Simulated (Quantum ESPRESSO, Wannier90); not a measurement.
## PtS2 (CdI2 type): Wannier90 run

Cell from Materials Project (mp-762), symmetrised, no further relaxation. COD (Crystallography Open Database) has an entry of this formula and space group (matched by these alone). Computed values, not measurements, from PBEsol: Quantum ESPRESSO (norm-conserving PseudoDojo potentials, cutoff 68 Ry, no spin polarisation, no spin-orbit coupling) on a Γ-centred 12×12×6 mesh, then Wannier90. Density: 12×12×6 mesh, cold smearing 0.01 Ry. The cell is built of weakly bound layers, chains or molecules, whose nearest atoms lie 3.74 Å apart. Database cells relaxed without dispersion often hold them too far apart, which can enlarge gaps and weakens couplings between them; spacing and stacking were not compared with the measured crystal. Spin-orbit coupling is left out although heavy elements are present.

On the energy scale of pw.x, whose zero is arbitrary, the valence-band maximum lies at 8.89 eV.

Input w.win:

```
num_bands = 21
num_wann = 12
exclude_bands = 1-6
num_iter = 1000
conv_tol = 1.0e-6
conv_window = 4
dis_num_iter = 1000
dis_conv_tol = 1.0e-6
dis_froz_max = 11.37
write_hr = true
write_u_matrices = true
auto_projections = true
begin unit_cell_cart
ang
    3.5487400037    0.0000000000    0.0000000000
   -1.7743700019    3.0732989946    0.0000000000
    0.0000000000    0.0000000000    5.5970700000
end unit_cell_cart
begin atoms_frac
Pt   0.0000000000  0.0000000000  0.0000000000
S   -0.3333333333  0.3333333333 -0.2203400000
S    0.3333333333 -0.3333333333  0.2203400000
end atoms_frac
mp_grid = 12 12 6
begin kpoints
0.0000000000 0.0000000000 0.0000000000
0.0000000000 0.0000000000 0.1666666667
0.0000000000 0.0000000000 0.3333333333
... (861 more lines: the 12x12x6 mesh through Gamma)
end kpoints
```

Input of pw2wannier90.x that gives the overlap and projection files (equivalent; here they were cut from one run over all bands):

```
&inputpp
  outdir = './out'
  prefix = 'pwscf'
  seedname = 'w'
  write_amn = .true.
  write_mmn = .true.
  atom_proj = .true.
  atom_proj_exclude = 1 2 3 4 11 15
/
```

Output w.wout (banner and timings cut):

```
                                    ------
                                    SYSTEM
                                    ------

                              Lattice Vectors (Ang)
                    a_1     3.548740   0.000000   0.000000
                    a_2    -1.774370   3.073299   0.000000
                    a_3     0.000000   0.000000   5.597070

                   Unit Cell Volume:      61.04354  (Ang^3)

                        Reciprocal-Space Vectors (Ang^-1)
                    b_1     1.770540   1.022222  -0.000000
                    b_2     0.000000   2.044443   0.000000
                    b_3     0.000000  -0.000000   1.122585

 *----------------------------------------------------------------------------*
 |   Site       Fractional Coordinate          Cartesian Coordinate (Ang)     |
 +----------------------------------------------------------------------------+
 | pt   1   0.00000   0.00000   0.00000   |    0.00000   0.00000   0.00000    |
 | s    1  -0.33333   0.33333  -0.22034   |   -1.77437   1.02443  -1.23326    |
 | s    2   0.33333  -0.33333   0.22034   |    1.77437  -1.02443   1.23326    |
 *----------------------------------------------------------------------------*
                                ------------
                                K-POINT GRID
                                ------------

             Grid size = 12 x 12 x  6      Total points =  864

 *---------------------------------- MAIN ------------------------------------*
 |  Number of Wannier Functions               :                12             |
 |  Number of Objective Wannier Functions     :                12             |
 |  Number of input Bloch states              :                21             |
 |  Output verbosity (1=low, 5=high)          :                 1             |
 |  Timing Level (1=low, 5=high)              :                 1             |
 |  Optimisation (0=memory, 3=speed)          :                 3             |
 |  Length Unit                               :               Ang             |
 |  Post-processing setup (write *.nnkp)      :                 F             |
 |  Using Gamma-only branch of algorithms     :                 F             |
 *----------------------------------------------------------------------------*
 *------------------------------- WANNIERISE ---------------------------------*
 |  Total number of iterations                :              1000             |
 |  Number of CG steps before reset           :                 5             |
 |  Trial step length for line search         :             2.000             |
 |  Convergence tolerence                     :         0.100E-05             |
 |  Convergence window                        :                 4             |
 |  Iterations between writing output         :                 1             |
 |  Iterations between backing up to disk     :               100             |
 |  Write r^2_nm to file                      :                 F             |
 |  Write xyz WF centres to file              :                 F             |
 |  Write on-site energies <0n|H|0n> to file  :                 F             |
 |  Use guiding centre to control phases      :                 F             |
 |  Use phases for initial projections        :                 F             |
 *----------------------------------------------------------------------------*
 *------------------------------- DISENTANGLE --------------------------------*
 |  Using band disentanglement                :                 T             |
 |  Total number of iterations                :              1000             |
 |  Mixing ratio                              :             0.500             |
 |  Convergence tolerence                     :         1.000E-06             |
 |  Convergence window                        :                 3             |
 *----------------------------------------------------------------------------*
 *-------------------------------- PLOTTING ----------------------------------*
 |  Plotting Hamiltonian in WF basis          :                 T             |
 *----------------------------------------------------------------------------*

 *---------------------------------- K-MESH ----------------------------------*
 +----------------------------------------------------------------------------+
 |                    Distance to Nearest-Neighbour Shells                    |
 |                    ------------------------------------                    |
 |          Shell             Distance (Ang^-1)          Multiplicity         |
 |          -----             -----------------          ------------         |
 |             1                   0.170370                      6            |
 |             2                   0.187097                      2            |
 |             3                   0.253044                     12            |
 |             4                   0.295090                      6            |
 |             5                   0.340741                      6            |
 |             6                   0.349405                     12            |
 |             7                   0.374195                      2            |
 |             8                   0.388728                     12            |
       ... (lines left out)
 +----------------------------------------------------------------------------+
 | The b-vectors are chosen automatically                                     |
 | The following shells are used:                       1,  2                 |
 +----------------------------------------------------------------------------+
 |                        Shell   # Nearest-Neighbours                        |
 |                        -----   --------------------                        |
 |                          1               6                                 |
 |                          2               2                                 |
 +----------------------------------------------------------------------------+
 | Completeness relation is fully satisfied [Eq. (B1), PRB 56, 12847 (1997)]  |
 +----------------------------------------------------------------------------+
 |                  b_k Vectors (Ang^-1) and Weights (Ang^2)                  |
 |                  ----------------------------------------                  |
 |            No.         b_k(x)      b_k(y)      b_k(z)        w_b           |
 |            ---        --------------------------------     --------        |
 |             1         0.000000    0.170370    0.000000    11.483946        |
 |             2         0.147545    0.085185    0.000000    11.483946        |
 |             3         0.000000   -0.170370    0.000000    11.483946        |
 |             4         0.147545   -0.085185    0.000000    11.483946        |
 |             5        -0.147545   -0.085185    0.000000    11.483946        |
 |             6        -0.147545    0.085185    0.000000    11.483946        |
 |             7         0.000000    0.000000    0.187097    14.283487        |
 |             8         0.000000    0.000000   -0.187097    14.283487        |
 +----------------------------------------------------------------------------+
 |                           b_k Directions (Ang^-1)                          |
 |                           -----------------------                          |
 |            No.           x           y           z                         |
 |            ---        --------------------------------                     |
 |             1         0.000000    0.170370    0.000000                     |
 |             2         0.147545    0.085185    0.000000                     |
 |             3         0.147545   -0.085185    0.000000                     |
 |             4         0.000000    0.000000    0.187097                     |
 +----------------------------------------------------------------------------+

 Starting a new Wannier90 calculation ...

 Reading overlaps from w.mmn

 Reading projections from w.amn

 *------------------------------- DISENTANGLE --------------------------------*
 +----------------------------------------------------------------------------+
 |                              Energy  Windows                               |
 |                              ---------------                               |
 |                   Outer:    1.88219  to   24.90328  (eV)                   |
 |                   Inner:    1.88219  to   11.37000  (eV)                   |
 +----------------------------------------------------------------------------+
   Number of target bands to extract:   12

                   Unitarised projection of Wannier functions
                   ------------------------------------------
   A_mn = <psi_m|g_n> --> S = A.A^+ --> U = S^-1/2.A
   In dis_project... done
   Using an inner window (linner = T)
   In dis_proj_froz... done

                   Extraction of optimally-connected subspace
                   ------------------------------------------
 +---------------------------------------------------------------------+<-- DIS
 |  Iter     Omega_I(i-1)      Omega_I(i)      Delta (frac.)           |<-- DIS
 +---------------------------------------------------------------------+<-- DIS
       1      19.73803307      19.50529305       1.193E-02    <-- DIS
       2      19.57282123      19.45261266       6.180E-03    <-- DIS
       3      19.50285014      19.41526694       4.511E-03    <-- DIS
       4      19.45146550      19.38646770       3.353E-03    <-- DIS
       5      19.41279576      19.36324262       2.559E-03    <-- DIS
       6      19.38281291      19.34392923       2.010E-03    <-- DIS
       ... (lines left out)
      73      19.13564213      19.13562585       8.508E-07    <-- DIS
      74      19.13529269      19.13529113       8.177E-08    <-- DIS
      75      19.13495944      19.13497159      -6.349E-07    <-- DIS

             <<<      Delta < 1.000E-06  over  3 iterations     >>>
             <<< Disentanglement convergence criteria satisfied >>>

        Final Omega_I    19.13497159 (Ang^2)

 +----------------------------------------------------------------------------+

 Writing checkpoint file w.chk... done

 *------------------------------- WANNIERISE ---------------------------------*
 +--------------------------------------------------------------------+<-- CONV
 | Iter  Delta Spread     RMS Gradient      Spread (Ang^2)            |<-- CONV
 +--------------------------------------------------------------------+<-- CONV

 ------------------------------------------------------------------------------
 Initial State
  WF centre and spread    1  (  0.000000,  0.000000, -0.000000 )     1.02105277
  WF centre and spread    2  (  0.000000,  0.000000,  0.000000 )     1.23268926
  WF centre and spread    3  (  0.000000, -0.000000, -0.000000 )     1.23268926
  WF centre and spread    4  (  0.000000, -0.000000, -0.000000 )     1.25282527
  WF centre and spread    5  ( -0.000000, -0.000000, -0.000000 )     1.25282527
  WF centre and spread    6  (  0.000000,  0.000000,  0.000000 )     3.36952261
  WF centre and spread    7  ( -1.774370,  1.024433, -1.348718 )     1.67775488
  WF centre and spread    8  ( -1.774370,  1.024865, -1.189932 )     1.91870771
  WF centre and spread    9  ( -1.774370,  1.024016, -1.189932 )     1.91871725
  WF centre and spread   10  (  1.774370, -1.024433,  1.348718 )     1.67775488
  WF centre and spread   11  (  1.774370, -1.024865,  1.189932 )     1.91870761
  WF centre and spread   12  (  1.774370, -1.024016,  1.189932 )     1.91871714
  Sum of centres and spreads (  0.000000,  0.000000,  0.000000 )    20.39196391

      0     0.204E+02     0.0000000000       20.3919639258  <-- CONV
        O_D=      0.0126459 O_OD=      1.2443464 O_TOT=     20.3919639 <-- SPRD
 ------------------------------------------------------------------------------
      1    -0.267E+00     0.1901208394       20.1248949654  <-- CONV
        O_D=      0.0099468 O_OD=      0.9799766 O_TOT=     20.1248950 <-- SPRD
      2    -0.492E-01     0.1380271017       20.0756691952  <-- CONV
        O_D=      0.0091774 O_OD=      0.9315202 O_TOT=     20.0756692 <-- SPRD
      3    -0.430E-01     0.1357904344       20.0326576731  <-- CONV
        O_D=      0.0084113 O_OD=      0.8892748 O_TOT=     20.0326577 <-- SPRD
      4    -0.342E-01     0.1160435729       19.9984809475  <-- CONV
        O_D=      0.0084596 O_OD=      0.8550497 O_TOT=     19.9984809 <-- SPRD
      5    -0.310E-01     0.1085864044       19.9674979244  <-- CONV
        O_D=      0.0079945 O_OD=      0.8245319 O_TOT=     19.9674979 <-- SPRD
       ... (lines left out)
     35    -0.478E-06     0.0004751971       19.9253938903  <-- CONV
        O_D=      0.0068454 O_OD=      0.7835769 O_TOT=     19.9253939 <-- SPRD
     36    -0.404E-06     0.0004027960       19.9253934862  <-- CONV
        O_D=      0.0068451 O_OD=      0.7835768 O_TOT=     19.9253935 <-- SPRD
     37    -0.344E-06     0.0005713821       19.9253931422  <-- CONV
        O_D=      0.0068450 O_OD=      0.7835765 O_TOT=     19.9253931 <-- SPRD
             <<<     Delta < 1.000E-06  over  4 iterations     >>>
             <<< Wannierisation convergence criteria satisfied >>>
 Final State
  WF centre and spread    1  (  0.000000,  0.000000, -0.000000 )     1.02499050
  WF centre and spread    2  (  0.000000,  0.000000,  0.000000 )     1.27509039
  WF centre and spread    3  (  0.000000, -0.000000,  0.000000 )     1.27520976
  WF centre and spread    4  (  0.000000, -0.000000, -0.000000 )     1.27681322
  WF centre and spread    5  ( -0.000000, -0.000000, -0.000000 )     1.27680786
  WF centre and spread    6  (  0.000000,  0.000000,  0.000000 )     3.25018683
  WF centre and spread    7  ( -1.774370,  1.024465, -1.355947 )     1.65795052
  WF centre and spread    8  ( -1.774370,  1.024306, -1.191151 )     1.80756037
  WF centre and spread    9  ( -1.774370,  1.024528, -1.191144 )     1.80763639
  WF centre and spread   10  (  1.774370, -1.024465,  1.355947 )     1.65795054
  WF centre and spread   11  (  1.774370, -1.024306,  1.191151 )     1.80756037
  WF centre and spread   12  (  1.774370, -1.024528,  1.191144 )     1.80763637
  Sum of centres and spreads (  0.000000,  0.000000,  0.000000 )    19.92539313

         Spreads (Ang^2)       Omega I      =    19.134971592
        ================       Omega D      =     0.006845036
                               Omega OD     =     0.783576514
    Final Spread (Ang^2)       Omega Total  =    19.925393142
```
